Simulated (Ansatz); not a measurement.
Total density of states per atom from DFT-LDA in the program Ansatz with PAW potentials, in 0.25 eV bins, energy from the valence-band maximum:

```json
[
 {"E (eV)": "-7.88", "states/eV/atom": "0.00"},
 {"E (eV)": "-7.63", "states/eV/atom": "0.00"},
 {"E (eV)": "-7.38", "states/eV/atom": "0.00"},
 {"E (eV)": "-7.13", "states/eV/atom": "0.00"},
 {"E (eV)": "-6.88", "states/eV/atom": "0.00"},
 {"E (eV)": "-6.63", "states/eV/atom": "0.00"},
 {"E (eV)": "-6.38", "states/eV/atom": "0.00"},
 {"E (eV)": "-6.13", "states/eV/atom": "0.00"},
 {"E (eV)": "-5.88", "states/eV/atom": "0.00"},
 {"E (eV)": "-5.63", "states/eV/atom": "0.18"},
 {"E (eV)": "-5.38", "states/eV/atom": "0.66"},
 {"E (eV)": "-5.13", "states/eV/atom": "0.39"},
 {"E (eV)": "-4.88", "states/eV/atom": "0.33"},
 {"E (eV)": "-4.63", "states/eV/atom": "0.33"},
 {"E (eV)": "-4.38", "states/eV/atom": "0.43"},
 {"E (eV)": "-4.13", "states/eV/atom": "0.68"},
 {"E (eV)": "-3.88", "states/eV/atom": "0.59"},
 {"E (eV)": "-3.63", "states/eV/atom": "0.63"},
 {"E (eV)": "-3.38", "states/eV/atom": "0.70"},
 {"E (eV)": "-3.13", "states/eV/atom": "0.92"},
 {"E (eV)": "-2.88", "states/eV/atom": "1.02"},
 {"E (eV)": "-2.63", "states/eV/atom": "0.85"},
 {"E (eV)": "-2.38", "states/eV/atom": "0.52"},
 {"E (eV)": "-2.13", "states/eV/atom": "0.31"},
 {"E (eV)": "-1.88", "states/eV/atom": "0.48"},
 {"E (eV)": "-1.63", "states/eV/atom": "0.44"},
 {"E (eV)": "-1.38", "states/eV/atom": "0.99"},
 {"E (eV)": "-1.13", "states/eV/atom": "1.30"},
 {"E (eV)": "-0.88", "states/eV/atom": "1.15"},
 {"E (eV)": "-0.63", "states/eV/atom": "0.58"},
 {"E (eV)": "-0.38", "states/eV/atom": "0.50"},
 {"E (eV)": "-0.13", "states/eV/atom": "0.41"},
 {"E (eV)": "0.12", "states/eV/atom": "0.00"},
 {"E (eV)": "0.37", "states/eV/atom": "0.00"},
 {"E (eV)": "0.62", "states/eV/atom": "0.00"},
 {"E (eV)": "0.87", "states/eV/atom": "0.00"},
 {"E (eV)": "1.12", "states/eV/atom": "0.00"},
 {"E (eV)": "1.37", "states/eV/atom": "0.00"},
 {"E (eV)": "1.62", "states/eV/atom": "0.00"},
 {"E (eV)": "1.87", "states/eV/atom": "0.00"},
 {"E (eV)": "2.12", "states/eV/atom": "0.01"},
 {"E (eV)": "2.37", "states/eV/atom": "0.08"},
 {"E (eV)": "2.62", "states/eV/atom": "0.14"},
 {"E (eV)": "2.87", "states/eV/atom": "0.14"},
 {"E (eV)": "3.12", "states/eV/atom": "0.17"},
 {"E (eV)": "3.37", "states/eV/atom": "0.19"},
 {"E (eV)": "3.62", "states/eV/atom": "0.20"},
 {"E (eV)": "3.87", "states/eV/atom": "0.23"},
 {"E (eV)": "4.12", "states/eV/atom": "0.27"},
 {"E (eV)": "4.37", "states/eV/atom": "0.30"},
 {"E (eV)": "4.62", "states/eV/atom": "0.35"},
 {"E (eV)": "4.87", "states/eV/atom": "0.48"},
 {"E (eV)": "5.12", "states/eV/atom": "0.70"},
 {"E (eV)": "5.37", "states/eV/atom": "0.47"},
 {"E (eV)": "5.62", "states/eV/atom": "0.34"},
 {"E (eV)": "5.87", "states/eV/atom": "0.27"},
 {"E (eV)": "6.12", "states/eV/atom": "0.24"},
 {"E (eV)": "6.37", "states/eV/atom": "0.18"},
 {"E (eV)": "6.62", "states/eV/atom": "0.04"},
 {"E (eV)": "6.87", "states/eV/atom": "0.02"}
]
```

Question: Which of these materials gives this?
A. KTaO3, cubic perovskite
B. ZnInGaO4, R3m (Pearson symbol hR7)
C. MgO, P3m1 (Pearson symbol hP12)
D. SiO2, I4/mmm (Si on 8h, O on 8f, O on 8i)

Answer: A, KTaO3, cubic perovskite. Top 1 eV of the valence band: O 2p 97 %. Bottom 1 eV of the conduction band: Ta 5d 89 %, O 2p 10 %. Projections are on Löwdin-orthogonalised atomic valence shells; empty p or d shells of many metals are not among them.

Space group Pm-3m (cubic perovskite). The cell was relaxed with LDA under the symmetry of its start. The run is not spin-polarised. Scalar-relativistic: spin–orbit coupling is off unless named, which matters more the heavier the elements.

Potentials: the later of the program's two PAW sets.
